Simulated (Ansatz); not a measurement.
Two Ansatz runs on TiN

The cell was built from the rocksalt type and relaxed in the same program; it needn't be a known or the stable phase. The listed cell was then made from it by scaling, straining or moving an atom.

First run: DFT, PBE, all-electron LAPW, scalar-relativistic (Ansatz 0.2.0).

Command: `ansatz run input.yaml --threads 1 --pin off --max-ram 2048MiB --backend cpu --events-out ev --progress --plain --runs-dir out` The run took 17 s on 1 thread of Arm Neoverse V2 (shared host), peak memory 0.47 GiB.

```yaml
crystal:
  lattice:
    - [0.0, 2.1019899127, 2.1019899127]
    - [2.1019899127, 0.0, 2.1019899127]
    - [2.1019899127, 2.1019899127, 0.0]
  atoms:
    - { symbol: Ti, position: [0.0, 0.0, 0.0] }
    - { symbol: "N", position: [0.5, 0.5, 0.5] }
kpoints:
  mp_grid: { grid: [16, 16, 16] }
scf:
  occupations: { method: fermi_dirac, width: 0.03 }
hamiltonian:
  xc: pbe
  pseudopotentials: { kind: all_electron, lapw: { basis_error: 0.0005 } }
output:
  forces: true
  stress: true
  eigenvalues: true
```

Result: converged; pressure 9.01 GPa; 8 SCF iterations.

Spin polarisation is left out, and whether a magnetic state lies lower isn't shown here.

The input is then changed:

```diff
@@ -10,5 +10,5 @@
   mp_grid: { grid: [16, 16, 16] }
 scf:
-  occupations: { method: fermi_dirac, width: 0.03 }
+  occupations: { method: tetrahedron }
 hamiltonian:
   xc: pbe
```

(1) What does the second run give?

Results:

(1) It converged; energy at zero smearing -0.7 meV/atom from the first run; pressure 8.97 GPa; 8 SCF iterations.
